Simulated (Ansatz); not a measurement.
# C (P6_3/mmc): elasticity against pressure

```yaml
crystal:
  lattice:
    - [2.44490, 0.00000, 0.00000]
    - [-1.22245, 2.11734, 0.00000]
    - [0.00000, 0.00000, 6.65403]
  atoms:
    - { symbol: C, position: [0.00000, 0.00000, 0.00250] }
    - { symbol: C, position: [0.00000, 0.00000, 0.50250] }
    - { symbol: C, position: [0.33333, 0.66667, 0.00250] }
    - { symbol: C, position: [0.66667, 0.33333, 0.50250] }
```

This is the zero-pressure cell. At each pressure cell and atoms are relaxed in this structure, and the constants are slopes of the stress at strains of ±0.005 with relaxed ions (the coefficients that govern stability under load). Level: LDA, PAW on Ansatz 0.2.0's default frozen-core files (fitted under PBE), scalar-relativistic; k mesh 10×10×4, strains of ±0.005, fixed occupations, cutoff 420 eV. P is the pressure of the relaxed cell, less that of this one.

```
P (GPa)    V/V₀  C11 (GPa)  C12 (GPa)  C13 (GPa)  C33 (GPa)  C44 (GPa)
   0.00  1.0000     1098.4      209.4       -2.7       30.6        4.7
   0.97       ?          ?          ?          ?          ?          ?
   2.00  0.9531     1157.1      228.9       -2.1       56.2        7.6
   4.00  0.9213     1200.4      245.9       -1.1       73.1       10.2
   7.00  0.8872     1250.2      269.9        0.2      103.4       13.7
  10.01  0.8618     1288.1      293.6        2.0      129.7       16.3
  15.01  0.8292     1333.3      339.4        6.1      177.8       21.0
```

Q: Does the bulk modulus from the constants agree with the pressure-volume curve?

A: A third-order Birch-Murnaghan fit to the volumes shown (F against f, f = [(V₀/V)^(2/3) − 1]/2) gives B₀ = 32.0 GPa and B′ = 11.2. Its −V dP/dV stands beside the Reuss value 1/ΣS_ij (i, j ≤ 3):

| P (GPa) | from P(V) | from the constants |
| --- | --- | --- |
| 0.00 | 32.0 | 29.0 |
| 2.00 | 51.6 | 51.7 |
| 4.00 | 68.8 | 66.2 |
| 7.00 | 91.8 | 91.1 |
| 10.01 | 112.7 | 111.9 |
| 15.01 | 145.4 | 148.3 |

Q: What are the pressure derivatives at zero pressure?

A: Slopes at V₀ of quadratic fits in −ln(V/V₀) through the first four rows shown, divided by B₀: dC11/dP = 37.3, dC12/dP = 10.2, dC13/dP = 0.2, dC33/dP = 12.8, dC44/dP = 1.6. The mean slopes up to 4.0 GPa are 25.5, 9.1, 0.4, 10.6, 1.4; curvature and scatter of the constants part the two.

Q: Fill the row at 0.97 GPa.

A: Cubic fits in −ln(V/V₀) through all rows shown give C11 = 1129.5, C12 = 220.2, C13 = -2.3, C33 = 44.0, C44 = 6.3 GPa. Computed: V/V₀ = 0.9754, C11 (GPa) = 1128.5, C12 (GPa) = 219.1, C13 (GPa) = -2.5, C33 (GPa) = 41.8, C44 (GPa) = 5.9.

Q: Does a shear stiffness soften?

A: C44 goes from 4.7 to 21.0 GPa; (C11 − C12)/2 goes from 444.5 to 496.9 GPa. Neither ends more than 3 % under its start, and the lattice stays mechanically stable over this range.

Caveats: the structure is a database entry and needn't be the stable phase; no other phase was computed; many crystals of this kind change structure within this range, and rows or crossings beyond such a change describe a metastable lattice; frozen-core PAW files fitted under PBE, their cores solved anew for the functional of the run; no dispersion correction, so the spacing and stiffness between layers or molecules are poor; phonons weren't checked at these pressures.
